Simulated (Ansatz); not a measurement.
CaTaO3:
```cif
data_CaO3Ta
_chemical_formula_sum 'Ta1 Ca1 O3'
_space_group_name_H-M_alt 'P4mm'
_space_group_IT_number 99
_space_group_name_Hall 'P 4 -2'
_cell_length_a 4.00526
_cell_length_b 4.00526
_cell_length_c 3.99087
_cell_angle_alpha 90.000
_cell_angle_beta 90.000
_cell_angle_gamma 90.000
loop_
_atom_site_label
_atom_site_type_symbol
_atom_site_symmetry_multiplicity
_atom_site_Wyckoff_symbol
_atom_site_fract_x
_atom_site_fract_y
_atom_site_fract_z
_atom_site_occupancy
Ta1 Ta 1 b 0.50000 0.50000 0.52424 1
Ca1 Ca 1 a 0.00000 0.00000 0.13505 1
O1 O 2 c 0.00000 0.50000 0.50536 1
O2 O 1 b 0.50000 0.50000 0.02018 1
```

Relaxed at zero pressure with the program Ansatz at the PBEsol level (PAW).

Q: The volume is lowered by 3 % and shape and atoms relax at that volume. What pressure results, and how do the axes share the change?

A: 5.2 GPa; a -1.1 %, b -1.1 %, c -0.9 %; the energy rises by 6 meV/atom.

Q: Give the new structure.

A: 
Space group P4mm (No. 99); a = 3.962 Å, b = 3.962 Å, c = 3.957 Å, α = 90.00°, β = 90.00°, γ = 90.00°

```
atom  site  symmetry       x       y       z
----  ----  --------  ------  ------  ------
Ta      1b       4mm  0.5000  0.5000  0.5280
Ca      1a       4mm  0.0000  0.0000  0.1125
O       2c      2mm.  0.0000  0.5000  0.5123
O       1b       4mm  0.5000  0.5000  0.0251
```

The phase is kept; no other phase was compared at this pressure.

The start of the workflow was typed in or built on a structure type; neither database checked (COD, Materials Project) lists it. Its standing as an ambient phase is unchecked. Symmetry was held in the PBEsol relaxation; its stability against distortions is not shown here. No spin polarisation was allowed. The volume moved by -22 % from the start of the relaxation. Spin–orbit coupling is left out wherever it is not named.

Potentials: the earlier of the program's two PAW sets. The files were generated under PBE; for other functionals the program regenerates the frozen cores, and for LDA and PBEsol the local potential too.
